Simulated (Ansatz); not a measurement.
Stability checks on a candidate for Cu₂Ni

It was reached by relaxing an invented guess, and it needn't be the stable form of this composition.

Theory: Ansatz 0.2.0, DFT PBE, scalar-relativistic, plane waves, PAW. Cutoff 420 eV, Γ-centred 18×18×4 mesh (6-atom cell), Gaussian smearing of 0.10 eV, no spin polarisation.

```xyz
6
Lattice="2.5232 0.0000 0.0000 -1.2616 2.1851 0.0000 0.0000 0.0000 12.5532" Properties=species:S:1:pos:R:3 pbc="T T T"
Cu    0.0000    1.4568   10.4227
Cu    0.0000    1.4568    2.1305
Cu    0.0000    1.4568    6.2766
Cu    1.2616    0.7284    0.0000
Ni    1.2616    0.7284    4.1994
Ni    1.2616    0.7284    8.3538
```

Formation energies are uncorrected and refer to the elements' standard structures at the same level.

Question: These tests were run: energy against the elements; random kick, then relaxation without symmetry; phonons at Γ. What do they show?

Answer:

```
                                         test                       result
                  energy against the elements                +0.02 eV/atom
random kick, then relaxation without symmetry                      returns
                                 phonons at Γ  lowest optical mode 56 cm⁻¹
```

It fails none of these tests outright. Other phases of the system weren't compared here, so this isn't yet thermodynamic stability. Phonons away from Γ weren't computed. Undecided within the accuracy: energy against the elements.

The k mesh leaves some 4 meV/atom of noise in the energy of each metallic cell. Trial moments died out on the coarse mesh, so the last step has no spin; another magnetic start might hold. The kick test ran on a coarse mesh. The run for the phonons used an 18×18×4 k mesh and Fermi–Dirac smearing of 0.15 eV.
